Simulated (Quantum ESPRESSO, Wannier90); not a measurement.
## Tight-binding from DFT: SnS2 (I-42d)

```
begin unit_cell_cart
ang
    5.9265000000    0.0000000000    0.0000000000
    0.0000000000    5.9265000000    0.0000000000
   -2.9632500000   -2.9632500000    4.9111200000
end unit_cell_cart
begin atoms_frac
Sn   0.2500000000 -0.2500000000  0.5000000000
Sn   0.0000000000  0.0000000000  0.0000000000
S   -0.1197400000 -0.1250000000  0.2500000000
S   -0.3750000000  0.1197400000 -0.2500000000
S    0.3697400000  0.3750000000  0.2500000000
S    0.1250000000 -0.3697400000 -0.2500000000
end atoms_frac
```

Structure: Materials Project mp-1002063, symmetrised, not relaxed again. Not found in the COD (Crystallography Open Database) copy used, which has the formula in other groups; not checked further. Level: PBEsol, spinors with spin-orbit coupling; pw.x of Quantum ESPRESSO at 58 Ry with PseudoDojo potentials, 4×4×4 k-points, Wannier90. Density: 6×6×6 mesh, cold smearing 0.01 Ry.

A tight-binding model is made by disentanglement and projection with no localisation steps (num_iter = 0), so the 48 orbitals stay atom-like: hydrogen-like Sn: s;p; S: s;p, axes along x, y, z; frozen window up to 3.35 eV relative to the valence-band maximum. It follows pw.x to 1.5 meV rms for states up to 2.8 eV relative to the valence-band maximum. Matrix elements depend on this choice of orbitals and windows.

### Question
What are the on-site energies relative to the valence-band maximum, and how fast do the hoppings decay?

### Answer
| atom | orbitals | energy (eV) |
|---|---|---|
| Sn1 | s↑ s↓ | -3.32 |
| Sn1 | pz↑ pz↓ | 2.58 |
| Sn1 | px↑ px↓ py↑ py↓ | 2.96 |
| Sn2 | s↑ s↓ | -3.32 |
| Sn2 | pz↑ pz↓ | 2.58 |
| Sn2 | px↑ px↓ py↑ py↓ | 2.96 |
| S3 | s↑ s↓ | -10.30 |
| S3 | pz↑ pz↓ | -0.50 |
| S3 | px↑ px↓ | -0.66 |
| S3 | py↑ py↓ | -0.54 |
| S4 | s↑ s↓ | -10.30 |
| S4 | pz↑ pz↓ | -0.50 |
| S4 | px↑ px↓ | -0.54 |
| S4 | py↑ py↓ | -0.66 |
| S5 | s↑ s↓ | -10.30 |
| S5 | pz↑ pz↓ | -0.50 |
| S5 | px↑ px↓ | -0.66 |
| S5 | py↑ py↓ | -0.54 |
| S6 | s↑ s↓ | -10.30 |
| S6 | pz↑ pz↓ | -0.50 |
| S6 | px↑ px↓ | -0.54 |
| S6 | py↑ py↓ | -0.66 |

```csv
distance of the centres (Å),largest modulus (eV)
2–3,1.5
3–4,0.43
4–5,0.19
5–6,0.093
6–7,0.074
7–8,0.024
8–9,0.023
```
